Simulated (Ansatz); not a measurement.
A geometry of AlIr away from equilibrium: step 14 of the relaxation of a generated trial cell of AlIr in the AFLOW prototype AB_tP4_129_a_c (B10, as in PbO). The numbers are results of PBEsol (plane waves to 420 eV, PAW, scalar-relativistic; Ansatz, a first-principles code), not measurements. Γ-centred k-mesh 9×9×8 on the run's cell (coarser than for final values), Fermi–Dirac smearing 0.05 eV.

```yaml
crystal:
  lattice:
    - [4.13710, 0.00000, 0.00000]
    - [0.00000, 4.13710, 0.00000]
    - [0.00000, 0.00000, 3.08839]
  atoms:
    - { symbol: Al, position: [0.50000, 0.00000, 0.50000] }
    - { symbol: Al, position: [0.00000, 0.50000, 0.50000] }
    - { symbol: Ir, position: [0.00000, 0.00000, 0.00000] }
    - { symbol: Ir, position: [0.50000, 0.50000, 0.00000] }
```

Question: Which atoms carry the largest force, and which way does it point?

Answer: No atom: all forces are below 0.005 eV/Å; only the cell is out of equilibrium.

Question: What is the pressure?

Answer: +3.4 GPa, compression positive.

Question: How much energy per atom can still be gained by relaxing?

Answer: 0.01 eV/atom; the path ends in Pm-3m (No. 221) (CsCl type).

No spin polarisation in the result.

The run could not lose the symmetry of its start.

The first start was generated by placing the elements on the sites of a structure type. Materials Project lists a structure of AlIr in the same space group, Pm-3m (No. 221); the sites were not compared with it, nor with measured phases.
